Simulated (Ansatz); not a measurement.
TiRh (CsCl type, Pm-3m), PBEsol in the plane-wave PAW code Ansatz, all energies at zero smearing, with the estimated change up to a 700 eV cutoff added, with one set of potentials and settings (totals compare only within such a set). Cell of 2 atoms (1 Ti, 1 Rh): -8814.094 eV.

| element | reference phase | E (eV/atom) |
|---|---|---|
| Ti | P6/mmm, 3 atoms in the cell | -2473.9117 |
| Rh | Fm-3m, 1 atoms in the cell | -6338.7479 |

Formation energy per atom, worked out: (-8814.094 − 1×(-2473.9117) − 1×(-6338.7479))/2 = -0.717 eV/atom (-69 kJ per mol of atoms), at 0 K, without zero-point energy or fitted corrections.

The workflow started from a Materials Project entry (that database holds measured and hypothetical structures alike); the Crystallography Open Database copy checked does not list it. COD files the formula under space group No. 123. Whether it is the stable phase at ambient conditions was not checked. The PBEsol relaxation kept the symmetry of its start. At this level the phase is mechanically unstable. No spin polarisation was allowed. The references are the lowest solids computed at this level, not always the standard phases.

Potentials: the later of the program's two PAW sets.
